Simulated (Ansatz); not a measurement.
Method: PBEsol, scalar-relativistic; no spin polarisation; PAW, 420 eV, 8×8×4 k-mesh, Gaussian smearing of 0.05 eV; code Ansatz. The datasets are Ansatz's generated set soft_2.

The calculation on XTe, where X is one element, gave:

```
Space group                                           : P6_3/mmc (No. 194)
Conventional cell                                     : a = 5.412 Å, b = 5.412 Å, c = 6.343 Å, α = 90.00°, β = 90.00°, γ = 120.00°
Volume                                                : 40.22 Å³/atom
Band gap                                              : zero (metallic)
Density of states at the Fermi level                  : 1.4 states/(eV·atom)
Formation energy from the elements (0 K, uncorrected) : 0.12 eV/atom (unstable against the elements)
Bulk modulus (Birch–Murnaghan)                        : 39 GPa
Pressure derivative B0′                               : 3.7
```

Sites: X on 2c, Te on 2d.

Q: Which element is X?
A. Bi
B. Pb
C. At
D. Tl

A: A. X is Bi, so the compound is BiTe.

The start was a prototype's sites filled with these elements. The Crystallography Open Database lists the compound in space groups P-3m1, Fm-3m (rock salt), so this is a trial structure.

Scalar-relativistic only: spin–orbit splittings of the heavy atoms' levels are missing.
